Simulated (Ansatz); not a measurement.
**Rb: clamped-ion strain scan**

The calculation used DFT PBEsol, scalar-relativistic, plane waves, PAW (Ansatz). The runs took a 420 eV cutoff, a Γ-centred 12×12×12 mesh and Gaussian smearing (0.15 eV). No spin polarisation. Energies are free energies at this smearing, counted from the undisturbed cell; pressure is positive in compression.

Reference structure (as given, not relaxed at this level; it stands at -0.1 GPa):

```
CELL_PARAMETERS angstrom
-2.80600 2.80600 2.80600
2.80600 -2.80600 2.80600
2.80600 2.80600 -2.80600
ATOMIC_POSITIONS crystal
Rb 0.00000 0.00000 0.00000
```

The cell is strained by ε times the Voigt pattern (1, 0, 0, 0, 0, 0) (xx, yy, zz, yz, xz, xy; engineering shear) with fractional coordinates fixed. The cell is metallic on the mesh throughout.

| ε | ΔE (meV/atom) |
| --- | --- |
| -0.0200 | -0.4 |
| -0.0150 | -0.3 |
| -0.0100 | -0.3 |
| -0.0050 | -0.2 |
| 0.0000 | 0.0 |
| 0.0050 | 0.2 |
| 0.0100 | 0.4 |
| 0.0150 | 0.7 |
| 0.0175 | 0.8 |
| 0.0200 | 1.0 |